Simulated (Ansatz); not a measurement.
The geometry is COD entry 9012002, unchecked; take it as a test cell.

Al: DFT, PBE, all-electron LAPW, scalar-relativistic (Ansatz 0.2.0).

The relaxation starts from this cell:

```xyz
1
Lattice="0.0000 2.0248 2.0248 2.0248 0.0000 2.0248 2.0248 2.0248 0.0000" Properties=species:S:1:pos:R:3 pbc="T T T"
Al    0.0000    0.0000    0.0000
```

Output:

```
The last accepted step is kept in <dir> (removed where the run ends without a failure and the disk answers)
LAPW: plane waves up to 6.142 Å⁻¹, error target 1.0e-3 eV per atom; small_component_spin mean_spin; Al in spheres of 1.389 Å, 11 of its electrons in bands, Dirac shells []
Engine: ansatz 0.2.0
Pseudopotentials: kind: all_electron
Pseudopotential: Al, LAPW, valence charge 11, Koelling and Harmon's equation, gaussian nucleus
Functional definition: PBE
  parameter kappa = 0.804
  parameter beta = 0.06672455060314922
  exchange = pbe_x(kappa = kappa, mu = beta*pi^2/3)
  correlation = pbe_c(beta = beta)
Crystal: 1 atoms, lattice volume = 16.603 Å³
Basis set: ecut = 143.7322671472421 eV, 59 PW (Γ), exchange–correlation at level 2
Bands: 10, of which v1, the nominal top of the filled ones, is band 6 counted from 1 (5 counted from 0)
Symmetry: 48 space group operations
Space group: Fm-3m (ITA 225), of the structure as read, at distance tolerance 2.6e-5 Å
k-points: 104 of 2744
Non-local potential: Al, projectors of the file, none
Initial density: superposition of atomic densities (chi_scale 0.1, normalization cell)
Initial wavefunctions: plane waves of lowest kinetic energy (no species holds an atomic orbital)
Functional: x = pbe(κ = 0.804, μ = 0.2195149727645171), c = pbe(β = 0.06672455060314922)
iter 1 solved again at ethr=1.41e-4 eV; its pass at ethr=1.00e-1 eV (dr2=1.56e-2 eV) is discarded
SCF iter   1: F=—  HF=-6607.542428 eV  |F-HF|=—  |Δ(HF+E_count)|=         —  Δρ=1.26e-2  dr2=1.57e-2  ethr=1.41e-4  ⟨swp⟩=3.1  Hψ=7865  notcnv=0
preconditioner: auto → none  [metal: Δε(μ)=0.048 eV  Ē_g=13.182 eV  σ=0.050 eV  W_gap=0.23  n_scr=0 (ndim 8)  ℏωp=15.8 eV  f_vac=0.000  D(μ)=0.48/eV (n_scr^D=0)]
SCF iter   2: F=—  HF=-6607.521952 eV  |F-HF|=—  |Δ(HF+E_count)|=   2.05e-2  Δρ=5.99e-3  dr2=3.54e-3  ethr=1.41e-4  ⟨swp⟩=2.0  Hψ=2880  notcnv=0
iter 3 solved again at ethr=1.09e-7 eV; its pass at ethr=3.21e-5 eV (dr2=1.20e-5 eV) is discarded
SCF iter   3: F=—  HF=-6607.517382 eV  |F-HF|=—  |Δ(HF+E_count)|=   4.57e-3  Δρ=3.16e-4  dr2=1.21e-5  ethr=1.09e-7  ⟨swp⟩=2.1  Hψ=4951  notcnv=0
SCF iter   4: F=—  HF=-6607.517363 eV  |F-HF|=—  |Δ(HF+E_count)|=   1.97e-5  Δρ=7.52e-5  dr2=9.23e-7  ethr=1.09e-7  ⟨swp⟩=2.0  Hψ=2842  notcnv=0
SCF iter   5: F=-6607.517363 eV  HF=-6607.517363 eV  |F-HF|=2.02e-9  |Δ(HF+E_count)|=   5.22e-9  Δρ=3.22e-6  dr2=1.04e-9  ethr=8.39e-9  ⟨swp⟩=2.0  Hψ=2842  notcnv=0
SCF 1 converged in 5 iterations: F = -6607.517363 eV  dr2 = 1.04e-9
relax step   1: F+E_penalty+E_count = -6607.51736255 eV  Δ(F+E_penalty+E_count) = +0.000e0 eV  max|allowed force component| = 0.000e0 eV/Å  Δτ_max = 0.0000 Å  P = -0.703 GPa  Ω = 16.603 Å³  (5 SCF iters, accepted)
Crystal: 1 atoms, lattice volume = 16.430 Å³
Basis set: ecut = 144.7356972657505 eV, 59 PW (Γ), exchange–correlation at level 2
Initial density: handed on by an earlier stage of this run
Initial wavefunctions: those handed on with the density
iter 1 solved again at ethr=3.08e-9 eV; its pass at ethr=1.00e-1 eV (dr2=3.39e-7 eV) is discarded
SCF iter   1: F=—  HF=-6607.517695 eV  |F-HF|=—  |Δ(HF+E_count)|=         —  Δρ=3.73e-5  dr2=1.86e-7  ethr=3.08e-9  ⟨swp⟩=5.4  Hψ=7149  notcnv=0
preconditioner: auto → none  [metal: Δε(μ)=0.054 eV  Ē_g=13.250 eV  σ=0.050 eV  W_gap=0.26  n_scr=0 (ndim 8)  ℏωp=15.9 eV  f_vac=0.000  D(μ)=0.49/eV (n_scr^D=0)]
SCF iter   2: F=-6607.517694 eV  HF=-6607.517694 eV  |F-HF|=1.99e-8  |Δ(HF+E_count)|=   5.02e-7  Δρ=1.80e-5  dr2=3.97e-8  ethr=1.69e-9  ⟨swp⟩=2.0  Hψ=2836  notcnv=0
SCF 2 converged in 2 iterations: F = -6607.517694 eV  dr2 = 3.97e-8
relax step   2: F+E_penalty+E_count = -6607.51769424 eV  Δ(F+E_penalty+E_count) = -3.317e-4 eV  max|allowed force component| = 0.000e0 eV/Å  Δτ_max = 0.0000 Å  P = +0.093 GPa  Ω = 16.430 Å³  (2 SCF iters, accepted)
Crystal: 1 atoms, lattice volume = 16.450 Å³
Basis set: ecut = 144.6181383215352 eV, 59 PW (Γ), exchange–correlation at level 2
iter 1 solved again at ethr=1.89e-10 eV; its pass at ethr=1.00e-1 eV (dr2=2.08e-8 eV) is discarded
SCF iter   1: F=—  HF=-6607.517700 eV  |F-HF|=—  |Δ(HF+E_count)|=         —  Δρ=1.39e-5  dr2=2.31e-8  ethr=1.89e-10  ⟨swp⟩=5.7  Hψ=6801  notcnv=0
preconditioner: auto → none  [metal: Δε(μ)=0.054 eV  Ē_g=13.240 eV  σ=0.050 eV  W_gap=0.26  n_scr=0 (ndim 8)  ℏωp=15.9 eV  f_vac=0.000  D(μ)=0.49/eV (n_scr^D=0)]
SCF iter   2: F=-6607.517700 eV  HF=-6607.517700 eV  |F-HF|=2.17e-9  |Δ(HF+E_count)|=   1.42e-9  Δρ=6.91e-6  dr2=5.42e-9  ethr=1.89e-10  ⟨swp⟩=2.0  Hψ=2839  notcnv=0
SCF 3 converged in 2 iterations: F = -6607.517700 eV  dr2 = 5.42e-9
relax step   3: F+E_penalty+E_count = -6607.51770005 eV  Δ(F+E_penalty+E_count) = -5.807e-6 eV  max|allowed force component| = 0.000e0 eV/Å  Δτ_max = 0.0000 Å  P = -0.001 GPa  Ω = 16.450 Å³  (2 SCF iters, accepted)
iter 1 solved again at ethr=4.92e-11 eV; its pass at ethr=1.00e-1 eV (dr2=5.42e-9 eV) is discarded
SCF iter   1: F=—  HF=-6607.517700 eV  |F-HF|=—  |Δ(HF+E_count)|=         —  Δρ=6.91e-6  dr2=5.42e-9  ethr=4.92e-11  ⟨swp⟩=2.0  Hψ=5305  notcnv=0
SCF iter   2: F=-6607.517700 eV  HF=-6607.517700 eV  |F-HF|=9.90e-10  |Δ(HF+E_count)|=  6.54e-10  Δρ=3.48e-6  dr2=1.30e-9  ethr=4.92e-11  ⟨swp⟩=2.0  Hψ=2839  notcnv=0
SCF 4 converged in 2 iterations: F = -6607.517700 eV  dr2 = 1.30e-9
relax step   4: F+E_penalty+E_count = -6607.51769979 eV  Δ(F+E_penalty+E_count) = +2.613e-7 eV  max|allowed force component| = 0.000e0 eV/Å  Δτ_max = 0.0000 Å  P = -0.001 GPa  Ω = 16.450 Å³  stress off target by 1.22e-3 GPa  SCF on the basis re-selected at this cell (its energy is not comparable with the rows above)  (2 SCF iters)
basis re-selected at this cell: Δ(F+E_penalty+E_count) = +2.613e-7 eV, ΔP = +0.000 GPa vs the last step (what re-selecting the basis moved, after the strain that the cell walked since its last selection, with what the two solves' SCF thresholds leave and, on support functions, any second-order correction that the steps lacked; it is no measure of the basis error at this ecutwfc). This SCF's stress stands 1.22e-3 GPa from its target on what of the cell is left free (relax.cell.stress_tol is 5.00e-2 GPa) and its largest allowed force component is 0.00e0 eV/Å (relax.f_tol is 5.00e-3 eV/Å): within both
SCF converged after 2 iterations
Free energy (F): -6607.517700 eV
Harris-Foulkes:  -6607.517700 eV  (|F-HF|=9.90e-10)
Internal energy: -6607.513573 eV  (E = F + TS)
E sigma→0 (E₀):  -6607.515636 eV
Entropy (-TS):   -0.004127 eV (-4.127 meV/atom)
Fermi energy:    9.826072 eV
--- Per-component energies (eV) ---
  E_band       = -501.160058
  E_kinetic    = 6621.021709
  E_xc         = -507.205440
  E_electrostatic = -12721.329841  (all electrons and nuclei)
  E_smearing   = -0.004127  (= −TS)
  E_closure    = 0.000000  (closes the sum)
  E_atoms      = -6603.782923  (free atoms, spherical and without spin; not in F)
  Σ components = -6607.517700   (vs F -6607.517700, Δ=0.00e0)
  Basis errors (estimates in eV, not in F): energy 3.1e-4 per atom: plane waves 2.8e-4 (1.5e-4 summed), levels above the bands 1.1e-81, relativity 4.5e-9, radial functions 2.5e-5, core shells 1.1e-16; eigenvalues (radial functions only) 2.0e-5; not estimated: angular momenta, meshes, grids; target (lapw.basis_error) 1.0e-3; muffin-tin radii Al 1.385 Å
--- Forces (eV/Å), atoms counted from 1 ---
  atom   1  Al    -0.00000000    -0.00000000    -0.00000000
  max |Σ_I F_I| component: 3.29e-32 eV/Å
--- Stress (GPa, compression-positive) ---
       -0.001223       0.000000       0.000000
        0.000000      -0.001223       0.000000
        0.000000       0.000000      -0.001223
  P = ⅓ Tr σ = -0.0012 GPa (-0.012 kbar)
--- Relaxed structure (3 steps of the walk, 3 accepted, 1 SCFs on fresh bases) ---
  F+E_penalty+E_count = -6607.51769979 eV   max|allowed force component| = 0.000e0 eV/Å   (the final SCF, on the basis selected at the relaxed cell)
  cell:  # Å, volume = 16.4504 Å³
    - [-9.681206862501623e-34, 2.0185939128519945, 2.0185939128519945]
    - [2.0185939128519945, 1.2499584518196986e-34, 2.0185939128519945]
    - [2.0185939128519945, 2.0185939128519945, 9.402553704452643e-34]
  atoms:
    - { symbol: Al, position: [0.0, 0.0, 0.0] }
```
